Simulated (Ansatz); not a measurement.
Input file for Ansatz (a quantum-chemistry and plane-wave program):

Ansatz 0.2 input:
```yaml
crystal:
  lattice:
    - [3.9912538065, 0.0, 0.0]
    - [0.0, 3.9912538065, 0.0]
    - [0.0, 0.0, 3.9912538065]
  atoms:
    - { symbol: K, position: [0.5, 0.5, 0.5] }
    - { symbol: Mg, position: [0.0, 0.0, 0.0] }
    - { symbol: F, position: [0.0, 0.5, 0.0] }
    - { symbol: F, position: [0.5, 0.0, 0.0] }
    - { symbol: F, position: [0.0, 0.0, 0.5] }
kpoints:
  mp_grid: { grid: [4, 4, 4] }
hamiltonian:
  xc: hse06
  pseudopotentials: { kind: paw }
scf:
  n_extra_bands: 6
  occupations: { method: fixed }
output:
  eigenvalues: true
  eigenstates:
    e_range: [-9.0, 18.7]
    kpoints:
      - [0.5, 0.5, 0.5]  # VBM
      - [0.0, 0.0, 0.0]  # CBM
      - [0.0, 0.0, 0.0]  # GAMMA
      - [0.5, 0.5, 0.5]  # R
      - [0.5, 0.5, 0.0]  # M
      - [0.0, 0.5, 0.0]  # X
```

Output (shortened):

```
Pseudopotential: K, paw, valence charge 9
Pseudopotential: Mg, paw, valence charge 10
Pseudopotential: F, paw, valence charge 7
Functional definition: HSE06
davidson cushion auto → on  (no smearing: the cushion is to keep the highest requested band from converging to the state above it …
Crystal: 5 atoms, lattice volume = 63.581 Å³
Basis set: ecut = 420 eV, 1237 PW (Γ)
Bands: 26, of which v1, the nominal top of the filled ones, is band 20 counted from 1 (19 counted from 0)
Symmetry: 48 space group operations
Space group: Pm-3m (ITA 221), of the structure as read, at distance tolerance 4.0e-5 Å
k-points: 10 of 64
SCF iter   1: F=—  HF=-5894.706660 eV  |F-HF|=—  |Δ(HF+E_count)|=         —  Δρ=7.51e-4  dr2=1.73e-4  ethr=1.77e-3  ⟨swp⟩=2.0  Hψ=1869  notcnv=0
preconditioner: auto → none
SCF iter   2: F=-5894.707113 eV  HF=-5894.706998 eV  |F-HF|=1.15e-4  |Δ(HF+E_count)|=   3.38e-4  Δρ=3.10e-4  dr2=2.35e-5  ethr=4.32e-7  ⟨swp⟩=5.0  Hψ=854  notcnv=0  defer=2
SCF 1 stopped early in 2 iterations: F = -5894.707113 eV  dr2 = 2.35e-5
Crystal: 5 atoms, lattice volume = 63.581 Å³
Exchange kernel: α = 0.2500, screened, ω = 0.2079 Å⁻¹, Wigner–Seitz truncation, v(0) = 1034.6137 eV·Å³, q-mesh 4×4×4, nearest image of the exchange supercell L …
Frozen-core exchange: fock
SCF iter   1: F=—  HF=-5895.565315 eV  |F-HF|=—  |Δ(HF+E_count)|=         —  Δρ=7.88e-3  dr2=3.90e-2  ethr=5.87e-7  ⟨swp⟩=7.9  Hψ=1371  notcnv=0
preconditioner: auto → none
SCF iter   2: F=—  HF=-5895.553795 eV  |F-HF|=—  |Δ(HF+E_count)|=   1.15e-2  Δρ=4.92e-3  dr2=4.56e-3  ethr=5.87e-7  ⟨swp⟩=5.2  Hψ=1075  notcnv=0
SCF iter   3: F=—  HF=-5895.560511 eV  |F-HF|=—  |Δ(HF+E_count)|=   6.72e-3  Δρ=1.95e-3  dr2=1.61e-3  ethr=5.87e-7  ⟨swp⟩=5.0  Hψ=985  notcnv=0
SCF iter   4: F=—  HF=-5895.560012 eV  |F-HF|=—  |Δ(HF+E_count)|=   4.99e-4  Δρ=6.07e-4  dr2=1.82e-4  ethr=5.87e-7  ⟨swp⟩=4.0  Hψ=799  notcnv=0
iter 5 solved again at ethr=4.28e-10 eV; its pass at ethr=3.33e-7 eV (dr2=1.71e-7 eV) is discarded
SCF iter   5: F=—  HF=-5895.559977 eV  |F-HF|=—  |Δ(HF+E_count)|=   3.48e-5  Δρ=3.29e-5  dr2=1.90e-5  ethr=4.28e-10  ⟨swp⟩=4.5  Hψ=1629  notcnv=0
SCF iter   6: F=—  HF=-5895.560153 eV  |F-HF|=—  |Δ(HF+E_count)|=   1.77e-4  Δρ=3.34e-4  dr2=4.52e-5  ethr=4.28e-10  ⟨swp⟩=6.0  Hψ=1186  notcnv=0  defer=2
SCF iter   7: F=-5895.560138 eV  HF=-5895.560138 eV  |F-HF|=4.50e-10  |Δ(HF+E_count)|=   1.56e-5  Δρ=4.72e-6  dr2=3.25e-7  ethr=4.28e-10  ⟨swp⟩=5.0  Hψ=1072  notcnv=0
SCF 2 stopped early in 7 iterations: F = -5895.560138 eV  dr2 = 3.25e-7
hybrid outer 1: dexx = +8.898e-3 eV, tail = 4.64e-5 eV
Crystal: 5 atoms, lattice volume = 63.581 Å³
Exchange kernel: α = 0.2500, screened, ω = 0.2079 Å⁻¹, Wigner–Seitz truncation, v(0) = 1034.6137 eV·Å³, q-mesh 4×4×4, nearest image of the exchange supercell L …
Frozen-core exchange: fock
SCF iter   1: F=—  HF=-5895.560346 eV  |F-HF|=—  |Δ(HF+E_count)|=         —  Δρ=7.32e-5  dr2=2.27e-6  ethr=5.81e-7  ⟨swp⟩=2.9  Hψ=619  notcnv=0
preconditioner: auto → none
iter 2 solved again at ethr=3.61e-10 eV; its pass at ethr=4.80e-9 eV (dr2=1.44e-7 eV) is discarded
SCF iter   2: F=—  HF=-5895.560346 eV  |F-HF|=—  |Δ(HF+E_count)|=   4.50e-7  Δρ=2.82e-5  dr2=1.95e-7  ethr=3.61e-10  ⟨swp⟩=2.2  Hψ=1413  notcnv=0
SCF iter   3: F=-5895.560346 eV  HF=-5895.560346 eV  |F-HF|=8.74e-9  |Δ(HF+E_count)|=   4.81e-7  Δρ=9.61e-6  dr2=1.65e-8  ethr=3.61e-10  ⟨swp⟩=4.0  Hψ=754  notcnv=0  defer=1
SCF 3 converged in 3 iterations: F = -5895.560346 eV  dr2 = 1.65e-8
hybrid outer 2: dexx = +5.517e-7 eV, tail = 6.13e-8 eV, Δε = 3.07e-3 eV (about 1.70e-4 eV left of the loop's levels)
the search or the solves at the SCF's close seem to have found levels that the self-consistency loop had missed (the run counts 1) …
NSCF: frozen V_eff on 6 k-points
hybrid SCF converged: 2 outer / 10 inner (+2 warm-up), last move |dexx| = 5.52e-7 eV, tail = 6.13e-8 eV
Stability not checked (fock_operator)
Free energy (F): -5895.560346 eV
Frozen-core exchange: fock
Harris-Foulkes:  -5895.560347 eV  (|F-HF|=8.74e-9)
Internal energy: -5895.560346 eV  (E = F + TS)
E sigma→0 (E₀):  -5895.560346 eV
Fermi energy:    1.103464 eV
--- Per-component energies (eV) ---
  E_band       = -602.699921
  E_kinetic    = 962.398954
  E_local      = -3743.481016  (includes V_loc(G=0)·N_el)
  E_nonlocal   = 323.199633
  E_hartree    = 1365.645820
  E_xc         = -326.084672
  E_vxc        = -408.152369  (∫ρ·V_xc dr)
  E_exx        = -156.416850  (= α·E_x^exact, valence–valence)
  E_paw        = -1602.574975  (= ΣΔE_a)
  E_vpaw       = -155.130581  (= ΣTr[D̂ρ^β])
  E_aug_tail   = 0.006154  (compensation charges beyond the density's cutoff)
  E_ewald      = -2717.986792
  E_core_change = -0.266602  (= ΣΔE_core)
  E_smearing   =  0.000000  (= −TS)
  E_closure    = 0.000000  (closes the sum)
  Σ components = -5895.560346   (vs F -5895.560346, Δ=9.09e-13)
  [band-id]    e_kinetic+e_local+e_nonlocal+2·e_hartree+e_vxc+2·e_exx+e_vpaw+e_augmentation_tail = -602.701286   (vs E_band -602.699921, Δ=-1.36e-3)
--- Band table (eV; the first three rows and the last of 10) ---
  k-point 0: bands = ["-73.5540", "-38.4714", "-38.4714", "-38.4714", "-25.9426", "-20.5652", "-19.9023", "-19.9023", "-8.0919", "-8.0919", "-8.0919", "-1.3495", "-1.3495", "-1.3495", "0.4447", "0.4447", "0.4447", "0.8004", "0.8004", "0.8004", "10.6476", …
  k-point 1: bands = ["-73.5540", "-38.4749", "-38.4713", "-38.4713", "-25.9272", "-20.4974", "-19.9724", "-19.8982", "-8.0775", "-8.0604", "-8.0604", "-1.2791", "-1.2791", "-1.2779", "0.2819", "0.3274", "0.3330", "0.3330", "0.6876", "0.6876", "11.6793", …
  k-point 2: bands = ["-73.5540", "-38.4784", "-38.4712", "-38.4712", "-25.9116", "-20.4081", "-20.0639", "-19.8940", "-8.0632", "-8.0284", "-8.0284", "-1.1998", "-1.1998", "-1.0590", "-0.3516", "0.2133", "0.2133", "0.2140", "0.5760", "0.5760", "13.5081", …
  k-point 9: bands = ["-73.5540", "-38.4779", "-38.4779", "-38.4779", "-25.8763", "-20.0658", "-20.0658", "-20.0658", "-8.2869", "-8.2869", "-8.2869", "-2.8508", "-0.6100", "-0.6100", "-0.6100", "0.0154", "0.0154", "1.1035", "1.1035", "1.1035", "13.9615", …
```

Cost: roughly 60 core-seconds on shared cores.

The points marked VBM and CBM come from a semilocal run.

The cell was relaxed with PBEsol under the symmetry of its start; phonons on a q-mesh show no instability.

Potentials: the later of the program's two PAW sets.

Ansatz is a plane-wave DFT program.
